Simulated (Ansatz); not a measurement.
Putting H into TiCo3

The calculation used DFT r2SCAN, scalar-relativistic, plane waves, PAW in Ansatz.

Cutoff 500 eV; k points 10×10×10 on the computed 4-atom cell (Γ-centred); Gaussian smearing, width 0.10 eV; collinear spin from starting moments -0.69 1.42 1.42 1.42 μB for the host; each changed cell takes a mesh and smearing chosen by its own gap and starts from the host's moments or customary ones, or runs without spin. Cells and atoms are relaxed to the nearest stationary point that keeps the symmetry of their start (forces under 0.02 to 0.04 eV/Å, stress under 0.1 to 0.2 GPa); energies are at zero smearing, without zero-point or thermal terms.

Relaxed host (gap on the mesh 0 eV):

```
Ti Co
1.0
     3.58590    0.00000    0.00000
     0.00000    3.58590    0.00000
     0.00000    0.00000    3.58590
Ti Co
1 3
Cartesian
  0.0000 0.0000 0.0000
  0.0000 1.7930 1.7930
  1.7930 0.0000 1.7930
  1.7930 1.7930 0.0000
```

Cases: (1) 1 H in a 1×1×1 repeat of the cell, at (0.500 0.500 0.500) in fractions of that repeat, 1.79 Å from the nearest atom of the relaxed host.

**Question.** Give the energy per H taken from half an H2 molecule (negative: uptake is favourable), the swelling and the final surroundings.

**Answer.**
```json
{"case": "1", "formula": "TiCo3H", "energy per H (eV)": "-0.12", "ΔV (%)": "+2.4", "principal strains (%)": "+0.8 +0.8 +0.8", "nearest host atoms of the first H": "6 (Co) from 1.81 Å", "gap (eV)": "0", "moment (μB/cell)": "1.9"}
```

Each ion keeps what symmetry its start has, so a lower place off a symmetric site can be missed, above all for H.

Relaxed structure of case 1:

```
CELL_PARAMETERS angstrom
3.61388 0.00000 0.00000
0.00000 3.61388 0.00000
0.00000 0.00000 3.61388
ATOMIC_POSITIONS crystal
Ti 0.00000 0.00000 0.00000
Co 0.00000 0.50000 0.50000
Co 0.50000 0.00000 0.50000
Co 0.50000 0.50000 0.00000
H 0.50000 0.50000 0.50000
```

The state reached may not be the lowest one.

Cost: 2 runs of about 4.8 core-minutes in all, on Arm Neoverse V2 (shared hosts).